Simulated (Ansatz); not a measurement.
Relaxed InAs (zinc blende):

```
InAs
1.0
    0.00000     6.18632     6.18632
    3.09316     0.00000     3.09316
    3.09316     3.09316     0.00000
As In
2 2
Direct
  0.37500   0.75000   0.75000
  0.87500   0.75000   0.75000
  0.00000   0.00000   0.00000
  0.50000   0.00000   0.00000
```

In this cell atom 3 (In, nearest neighbour As at 2.679 Å; its periodic images, 4.4 Å or more away, move with it) is moved by s along Cartesian x, unit vector (1.000, 0.000, 0.000); all other atoms and the cell stay fixed.

Calculation: PBE (plane waves to 420 eV, PAW, scalar-relativistic; Ansatz, a quantum-chemistry and plane-wave program). k mesh 4×8×8 (Γ-centred), Fermi-Dirac smearing 0.05 eV. E stands for the smeared free energy. With partly filled bands, energies and forces of such displacements shift with the k mesh and the smearing. At this level the bands of InAs touch or barely overlap; measurements give the solid a gap. InAs was relaxed with its symmetry unable to fall. ΔE is measured from the undisplaced structure. The last digit holds for this mesh only.

| s (Å) | ΔE (meV/cell) |
|---|---|
| -0.270 | 247.5 |
| -0.216 | 159.5 |
| -0.162 | 90.2 |
| -0.108 | 40.2 |
| -0.054 | 10.1 |
| 0.000 | 0.0 |
| 0.054 | 10.1 |
| 0.108 | 40.5 |
| 0.162 | 91.0 |
| 0.216 | 161.2 |
| 0.270 | 250.3 |

**Question.** What force constant k = d²E/ds² at s = 0 does the table give?

**Answer.** 6.9 eV/Å². It is the second difference of the nearest points, corrected with the next pair.

**Question.** With k = 6.94 eV/Å² from the forces, is the well harmonic out to s = 0.270 Å?

**Answer.** ½ks² = 253 meV/cell against the computed 250 meV/cell, so the well is close to harmonic there.

(A displaced cell: forces are minus the slopes of the energy, force constants its curvatures, and phonons follow from these.)
